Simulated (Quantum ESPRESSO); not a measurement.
```cif
data_F24Rb12Rh4
_chemical_formula_sum 'F24 Rb12 Rh4'
_space_group_name_H-M_alt 'Fm-3m'
_space_group_IT_number 225
_space_group_name_Hall '-F 4 2 3'
_cell_length_a 9.11296
_cell_length_b 9.11296
_cell_length_c 9.11296
_cell_angle_alpha 90.000
_cell_angle_beta 90.000
_cell_angle_gamma 90.000
loop_
_atom_site_label
_atom_site_type_symbol
_atom_site_symmetry_multiplicity
_atom_site_Wyckoff_symbol
_atom_site_fract_x
_atom_site_fract_y
_atom_site_fract_z
_atom_site_occupancy
F1 F 24 e 0.00000 0.00000 0.21745 1
Rb1 Rb 8 c 0.25000 0.25000 0.25000 1
Rb2 Rb 4 b 0.50000 0.50000 0.50000 1
Rh1 Rh 4 a 0.00000 0.00000 0.00000 1
```
(The calculation used a cell of 10 atoms; values per cell refer to that cell.)

The geometry is that of Materials Project entry mp-1113824, symmetrised and not relaxed again.

Task: What does LDA (pw.x of Quantum ESPRESSO, ONCV potentials, without SOC) give for the electronic structure near the Fermi level?

Result: The LDA gap is direct, 2.03 eV at X. Another valence extremum on the path lies within 0.02 eV, too close to call. Spin-orbit splittings are left out.

The structure is a Materials Project entry; no match was found in the copy of COD used, and its stability was not checked.
